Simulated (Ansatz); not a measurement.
Bi$_{2}$Te$_{3}$, DFT, PBEsol, PAW with Ansatz's default frozen-core files, scalar-relativistic (Ansatz 0.2.0), run on 2 threads of Intel(R) Xeon(R) 6975P-C (Granite Rapids) on a shared host.

The cell is COD entry 9011962, as deposited and not checked against the literature; nothing was relaxed. The listed cell was then made from it by scaling, straining or moving an atom.

Command: `ansatz run input.yaml --threads 2 --pin off --max-ram 8192MiB --backend cpu --events-out ev --progress --plain --runs-dir out`

```yaml
crystal:
  lattice:
    - [2.1930005584, 1.2661294627, 9.8606999]
    - [-2.1930005584, 1.2661294627, 9.8606999]
    - [0.0, -2.5322589254, 9.8606999]
  atoms:
    - { symbol: Bi, position: [0.4, 0.4, 0.4] }
    - { symbol: Bi, position: [0.6, 0.6, 0.6] }
    - { symbol: Te, position: [0.0, 0.0, 0.0] }
    - { symbol: Te, position: [0.2095, 0.2095, 0.2095] }
    - { symbol: Te, position: [0.7905, 0.7905, 0.7905] }
kpoints:
  mp_grid: { grid: [7, 7, 7] }
scf:
  occupations: { method: fermi_dirac, width: 0.08 }
hamiltonian:
  xc: pbesol
  pseudopotentials: { kind: paw }
output:
  forces: true
  stress: true
  eigenvalues: true
  efg: { contact_densities: true }
```

(1) How large is the problem that the program sets up?

(2) About how long does it take, and how much memory does it use?

(3) And the same cell and mesh by all-electron PAW (datasets made for this crystal), asked for forces, stress, eigenvalues, efg, on the same hardware?

Answers

(1) 44 irreducible k-points, 3225 plane waves at Γ, 47 bands.

(2) 6.3 s of wall time for 7 SCF iterations, with a peak of 0.68 GiB. Times on shared machines scatter by tens of per cent.

(3) 9.3 s, peak memory 0.93 GiB.
